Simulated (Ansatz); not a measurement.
# Lattice vibrations of Ta$_{2}$Ru at Γ

Computed with DFT PBE, scalar-relativistic, plane waves, PAW (Ansatz). Settings: 420 eV plane-wave cutoff, Γ-centred 20×20×20 mesh, Fermi-Dirac smearing of 0.15 eV. No spin polarisation. Phonons by linear response, acoustic sum rule imposed.

Relaxed structure:
```
Ta Ru
1.0
    -1.60043    1.60043    4.90606
     1.60043   -1.60043    4.90606
     1.60043    1.60043   -4.90606
Ta Ru
2 1
Direct
  0.66238 0.66238 0.00000
  0.33762 0.33762 0.00000
  0.00000 0.00000 0.00000
```

The cell was found from a structure generator's guess, not taken from experiment. In a metal, frequencies depend on the k mesh and the smearing, soft modes most. Spin–orbit coupling is left out, which matters for heavy elements.

Optical modes at Γ:
| frequency (meV) | degeneracy |
| --- | --- |
| 17.2 | 2 |
| 18.7 | 2 |
| 23.3 | 1 |
| 23.6 | 1 |

All 6 optical modes at Γ are real: no displacement of atoms at fixed cell lowers the energy to second order. Strains and modes at other wave vectors aren't tested by this run.
